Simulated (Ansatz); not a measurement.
Density of states of In₂Bi

```xyz
3
Lattice="5.6123 0.0000 0.0000 -2.8062 4.8604 0.0000 0.0000 0.0000 3.3084" Properties=species:S:1:pos:R:3 pbc="T T T"
In    2.8062    1.6201    1.6542
In    0.0000    3.2403    1.6542
Bi    0.0000    0.0000    0.0000
```

The cell is the one relaxed in the Materials Project (mp-571172), not relaxed further here; entries there can be hypothetical.

Spin–orbit coupling is left out, though it moves levels of the heavy atoms by tenths of an eV or more.

These are results of DFT, PBEsol, all-electron LAPW, scalar-relativistic in Ansatz 0.2.0, not measurements.

Settings: a Γ-centred 7×7×10 k mesh, Fermi–Dirac smearing of 0.05 eV, basis error target 1 meV/atom, no spin polarisation.

States per eV and cell, averaged over 0.4 eV, from -5.8 to 3.6 eV, with energies (bin centres) from the Fermi level; empty bins are left out. 

```
E (eV)  total
  -5.7   1.36
  -5.3   1.17
  -4.9   0.99
  -4.5   0.72
  -4.1   0.87
  -3.7   0.70
  -3.3   0.90
  -2.9   1.51
  -2.5   2.17
  -2.1   1.57
  -1.7   1.49
  -1.3   1.49
  -0.9   1.65
  -0.5   1.65
  -0.1   1.26
   0.3   1.88
   0.7   2.23
   1.1   1.95
   1.5   1.94
   1.9   1.71
   2.3   1.90
   2.7   1.93
   3.1   1.37
   3.5   1.61
```
